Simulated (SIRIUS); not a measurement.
Input and output of a self-consistent single point for Al₂Cu (I4/mcm, 6 atoms in the cell; from Materials Project mp-998) (SIRIUS).

Level of theory: LDA (PW92), PseudoDojo 0.4 standard norm-conserving LDA (tails mended) pseudopotentials (plane waves; SIRIUS).

```xyz
6
Lattice="-2.9989 2.9989 2.3927 2.9989 -2.9989 2.3927 2.9989 2.9989 -2.3927" Properties=species:S:1:pos:R:3 pbc="T T T"
Al     0.9513     2.0476     2.3927
Al     2.0476     0.9513     0.0000
Al     0.9513     3.9502     0.0000
Al     2.0476    -0.9513     2.3927
Cu     0.0000     0.0000     1.1964
Cu     0.0000     0.0000     3.5891
```

Reference input (self-consistent single point, DFT, LDA (PW92), plane waves, PseudoDojo 0.4 standard norm-conserving LDA (tails mended) pseudopotentials): parameters.ngridk = 5 5 5; parameters.xc_functionals = [XC_LDA_X, XC_LDA_C_PW]; parameters.gk_cutoff = 9.592 1/bohr; parameters.pw_cutoff = 19.184 1/bohr; parameters.smearing = fermi_dirac; parameters.smearing_width = 0.00367493 Ha; potentials = PseudoDojo 0.4 standard norm-conserving LDA (tails mended) pseudopotentials; parameters.electronic_structure_method = pseudopotential; parameters.num_bands = 30; parameters.num_mag_dims = 0; parameters.num_dft_iter = 100; parameters.energy_tol = 1e-07 Ha. This run's input differs from it in these lines:

```diff
@@ -22,4 +22,4 @@
     "num_dft_iter": 100,
-    "energy_tol": 1e-07,
-    "density_tol": 1e-06
+    "energy_tol": 0.01,
+    "density_tol": 0.01
   },
```

Output, abridged:

```
[find] density tolerance         : 0.01
[find] total energy tolerance    : 0.01
[find] iter_solver_tol (initial) : 0.01
[find] iter_solver_tol (target)  : 1e-13
[find] num_dft_iter              : 100
Charges and magnetic moments
--------------------------------------------------------------------------------
total charge          : 50.000000
[find] | SCF iteration   0 out of 100|
[diagonalize] iterative solver tolerance (occupied, empty): 0.01 0.01
[diagonalize] average number of iterations: 2.38889
[find] Charges and magnetic moments
[find] total charge          : 50.000000
[find] Energy
   [... lines left out ...]

[find] Charges and magnetic moments
[find] total charge          : 50.000000
[find] Energy
[find] smearing (-TS)                 :      -0.00299108
[find] Total energy                   :    -388.41742075 (Ha),    -776.83484149 (Ry)
[find] Free energy (E-TS)             :    -388.42041183 (Ha),    -776.84082365 (Ry)
[find] band gap (eV)                  :       0.00000000
[find] Efermi                         :       0.39335232
[find] iteration : 10, RMS (target) : 1.5714e-03 (1.0000e-02) , energy difference (target) : -5.6263e-05 (1.0000e-02)
[find] bands are converged : true
[find] iterative solver converged : false
[find] converged after 11 SCF iterations!
[find] Charges and magnetic moments
[find] total charge          : 50.000000
[find] Energy
[find] smearing (-TS)                 :      -0.00299108
[find] Total energy                   :    -388.41742075 (Ha),    -776.83484149 (Ry)
[find] Free energy (E-TS)             :    -388.42041183 (Ha),    -776.84082365 (Ry)
[find] band gap (eV)                  :       0.00000000
[find] Efermi                         :       0.39335232
[ground_state] === stress tensor components [kbar] ===
[ground_state] === stress_total ===
[ground_state]    17.995686    0.000000    0.000000
[ground_state]     0.000000   17.995686    0.000000
[ground_state]     0.000000    0.000000   36.182170
[ground_state] ==== total Forces in Ha/bohr =====
[ground_state] atom:    0, force:       0.0011529     -0.0011529     -0.0000000
[ground_state] atom:    1, force:      -0.0011529      0.0011529      0.0000000
[ground_state] atom:    2, force:       0.0011529      0.0011529     -0.0000000
[ground_state] atom:    3, force:      -0.0011529     -0.0011529     -0.0000000
[ground_state] atom:    4, force:      -0.0000000      0.0000000      0.0000000
[ground_state] atom:    5, force:       0.0000000     -0.0000000     -0.0000000
```

The run converged in 11 iterations. SIRIUS prints the stress tensor with tension positive. Against the reference run the free energy stays essentially unchanged (within 1 meV/atom), the pressure goes from -3.06 to -2.41 GPa and the largest force hardly changes (0.080 to 0.084 eV/Å).

This run is one point of a test of settings, so its values need not be converged; read them against the reference run alone. The structure comes from a collection of computed structures, made at another level of theory; the collection holds predicted forms beside known ones. No clean gap shows at this smearing width and mesh (spacing up to 0.34 Å⁻¹); the mesh is coarse for partly filled bands, so the values carry mesh errors.

Cost on one core: very roughly 110 core-seconds.

“Tails mended”: in these copies of the files the far tail of each local potential was reset to the Coulomb form.
